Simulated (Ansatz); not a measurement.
C (diamond)

Space group Fd-3m, origin choice 1 (No. 227); a = b = c = 3.560 Å, α = β = γ = 90.00°

```tsv
atom	site	symmetry	x	y	z
C	8a	-43m	0.0000	0.0000	0.0000
```
(The calculation used a cell of 2 atoms; values per cell refer to that cell.)

Two coordinates are scanned: the volume, and the ratio of the stretch along z (the conventional c axis) to the stretch across it. Atoms keep their fractional coordinates.

Calculation: r2SCAN (plane waves to 500 eV, PAW, scalar-relativistic; Ansatz, a first-principles code). k mesh 16×16×16 (Γ-centred), Fermi-Dirac smearing 0.05 eV. The energy includes the smearing's −TS. C was relaxed with its symmetry unable to fall.

Changes of ΔE (kJ/mol of atoms) from the point V/V₀ = 1.000, (c/a)/(c/a)₀ = 1.000 when one coordinate moves alone (two changes are said to add if the coupling is within 5 % of the smaller one, nearly so within 20 %):

```
point                               change
----------------------------------  ------
V/V₀ = 1.000, (c/a)/(c/a)₀ = 0.880  16.695
V/V₀ = 1.000, (c/a)/(c/a)₀ = 0.940   4.112
V/V₀ = 0.920, (c/a)/(c/a)₀ = 1.000   5.572
V/V₀ = 0.960, (c/a)/(c/a)₀ = 1.000   1.306
V/V₀ = 1.040, (c/a)/(c/a)₀ = 1.000   1.152
V/V₀ = 1.080, (c/a)/(c/a)₀ = 1.000   4.342
V/V₀ = 1.000, (c/a)/(c/a)₀ = 1.060   3.965
V/V₀ = 1.000, (c/a)/(c/a)₀ = 1.120  15.524
```

**Question.** Do the two effects add at V/V₀ = 1.040, (c/a)/(c/a)₀ = 1.060? Give the computed change.

**Answer.** The sum of the single changes is 1.152 + (3.965) = 5.117; the calculation gives 5.095, so they add (within 5 % of the smaller single change).

**Question.** Do the two effects add at V/V₀ = 0.960, (c/a)/(c/a)₀ = 1.120? Give the computed change.

**Answer.** The sum of the single changes is 1.306 + (15.524) = 16.830; the calculation gives 16.907, so the coupling contributes 0.077 (under 20 % of the smaller single change, nearly additive).

**Question.** Do the two effects add at V/V₀ = 1.080, (c/a)/(c/a)₀ = 1.120? Give the computed change.

**Answer.** The sum of the single changes is 4.342 + (15.524) = 19.866; the calculation gives 19.668, so they add (within 5 % of the smaller single change).

(A scan under strain: stresses follow from slopes of the energy per volume, elastic moduli from its curvatures.)
